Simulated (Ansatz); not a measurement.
Ga, DFT, PBEsol, all-electron LAPW, scalar-relativistic (Ansatz 0.2.0), run on 1 thread of AMD EPYC 9R45 96-Core Processor (Zen 5) on a shared host.

The cell is COD entry 9008562, as deposited and not checked against the literature; nothing was relaxed. The listed cell was then made from it by scaling, straining or moving an atom.

Command: `ansatz run input.yaml --threads 1 --pin off --max-ram 6144MiB --backend cpu --events-out ev --progress --plain --runs-dir out`

```yaml
crystal:
  lattice:
    - [2.25535, -3.8224, 0.0]
    - [2.25535, 3.8224, 0.0]
    - [0.0, 0.0, 4.381199]
  atoms:
    - { symbol: Ga, position: [0.1525, 0.8475, 0.0785] }
    - { symbol: Ga, position: [0.6525, 0.3475, 0.4215] }
    - { symbol: Ga, position: [0.8475, 0.1525, 0.9215] }
    - { symbol: Ga, position: [0.3475, 0.6525, 0.5785] }
kpoints:
  mp_grid: { grid: [9, 9, 8] }
  band_path:
    path:
      - [0.0, 0.0, 0.0]
      - [-0.5, 0.5, 0.0]
      - [-0.337035342, 0.662964658, 0.0]
      - [0.337035342, 0.337035342, 0.0]
      - [0.0, 0.0, 0.0]
      - [0.0, 0.0, 0.5]
      - [0.337035342, 0.337035342, 0.5]
      - [-0.337035342, 0.662964658, 0.5]
      - [-0.5, 0.5, 0.5]
    npoints: 5
scf:
  occupations: { method: fermi_dirac, width: 0.05 }
hamiltonian:
  xc: pbesol
  pseudopotentials: { kind: all_electron, lapw: { basis_error: 0.001 } }
output:
  forces: true
  stress: true
  eigenvalues: true
```

(1) How large is the problem that the program sets up?

(2) About how long does it take, and how much memory does it use?

Results:

(1) 125 irreducible k-points, 1045 plane waves at Γ, 51 bands.

(2) 38 s of wall time for 7 SCF iterations, with a peak of 0.98 GiB. Times on shared machines scatter by tens of per cent.
